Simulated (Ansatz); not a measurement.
LaO4 (Im-3m)

All numbers below come from Ansatz 0.2.0, DFT PBE, scalar-relativistic, plane waves, PAW.

Settings: cutoff 420 eV, Γ-centred mesh 10×10×10 on the computed 5-atom cell, Gaussian smearing of 0.10 eV; no spin polarisation.

The structure is relaxed at this level of theory with its symmetry kept, and needn't be the ground state of this composition.

Space group Im-3m (No. 229). a = 5.553 Å, b = 5.553 Å, c = 5.553 Å, α = 90.00°, β = 90.00°, γ = 90.00°
```tsv
atom	site	symmetry	x	y	z
La	2a	m-3m	0.0000	0.0000	0.0000
O	8c	.-3m	0.2500	0.7500	0.2500
```

| Property | Result |
| --- | --- |
| Space group | Im-3m (No. 229) |
| Volume per atom | 17.12 Å³ |
| Formation energy from the elements' standard states (uncorrected) | -0.248 eV/atom |
| Kohn–Sham band gap | none (metal) |
| Density of states at the Fermi level | 13.2 states/eV per cell |
| Orbital (Löwdin) character within 0.5 eV of the Fermi level | O 2p 95 % |
| Bader charge by site (e) | La (1 in the cell) 2.18, O (4 in the cell) -0.54 |

Spin-orbit coupling is left out, which matters for the bands of heavy elements. Spin polarisation was left out, and a magnetic state may lie lower.

Another cell of LaO4 relaxed alike, in P6/mmm, lies 1.00 eV/atom lower, so this cell isn't the stable form at this level.

The cell was found from a structure generator's guess, not taken from experiment. Löwdin shares on free-atom orbitals overweight diffuse shells.
